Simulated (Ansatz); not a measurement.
Problem. Each is relaxed and computed with the program Ansatz at the PBE level (PAW). Which is the only one with a gap?
A. GaGe16Si15, Cm (Pearson symbol mS64)
B. GaGe5Si26, C2 (Pearson symbol mS64)
C. SiGe, P4/nmm (Ge on 2c, Si on 2a)
D. Si3Ge, P-4m2 (Si on 2g, Si on 1a, Ge on 1c)

Solution. D, Si3Ge, P-4m2 (Si on 2g, Si on 1a, Ge on 1c). Si3Ge: gap 0.39 eV (indirect); SiGe: metal; GaGe16Si15: metal; GaGe5Si26: metal. Constructed cells (a structure type filled with these elements, in neither database checked): SiGe, P4/nmm (Ge on 2c, Si on 2a). Typed or built starts, not in the databases checked: Si3Ge, P-4m2 (Si on 2g, Si on 1a, Ge on 1c); GaGe16Si15, Cm (Pearson symbol mS64); GaGe5Si26, C2 (Pearson symbol mS64). Weakly bound layers, chains or molecules computed without a dispersion correction, so cells and soft constants are ill determined: SiGe, P4/nmm (Ge on 2c, Si on 2a). All cells were relaxed under the symmetry of their starts (and spin orders); stability against distortions was not tested throughout. Scalar-relativistic: spin–orbit coupling is off unless named, which matters more the heavier the elements.

Potentials: the later of the program's two PAW sets.
